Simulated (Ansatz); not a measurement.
Ba2MgMoO6 in space group Fm-3m (No. 225; Ba on 8c, Mg on 4b, Mo on 4a, O on 24e), r²SCAN (plane waves, PAW; program Ansatz). The conduction-band minimum lies at X, with 3 equivalent valleys. Second derivatives d²E/dk² of the lowest band at one valley (eV·Å²), along Cartesian directions:

```tsv
direction	d²E/dk²
[100]	2.471
[010]	8.927
[001]	8.927
[110]	5.700
[101]	5.700
[011]	8.923
```

### Question
Find the principal effective masses, the density-of-states mass and the conductivity mass.

### Answer
Off-diagonal terms follow from H_xy = H[110] − (H_xx + H_yy)/2, and m*/mₑ = 7.620 eV·Å² over each eigenvalue: 0.85, 0.85, 3.1. One valley's DOS mass (m₁m₂m₃)^(1/3) = 1.3, conductivity mass 3/(Σ 1/mᵢ) = 1.1 mₑ.

### Question
What effective density of states Nc follows at 300 K for parabolic valleys?

### Answer
Nc = 2.509e19 × 3 × (1.3)^(3/2) ≈ 1.1e20 cm⁻³.

The workflow started from a Materials Project entry (that database holds measured and hypothetical structures alike); the Crystallography Open Database copy checked does not list it. Its standing as an ambient phase is unchecked. The r²SCAN relaxation kept the symmetry of its start; its stability against distortions is not shown here. The run is not spin-polarised. No Hubbard U is applied. Scalar-relativistic: spin–orbit coupling is off unless named, which matters more the heavier the elements.

Potentials: the later of the program's two PAW sets.

Edges and masses are those of Kohn–Sham bands, whose gap is no quasiparticle gap.
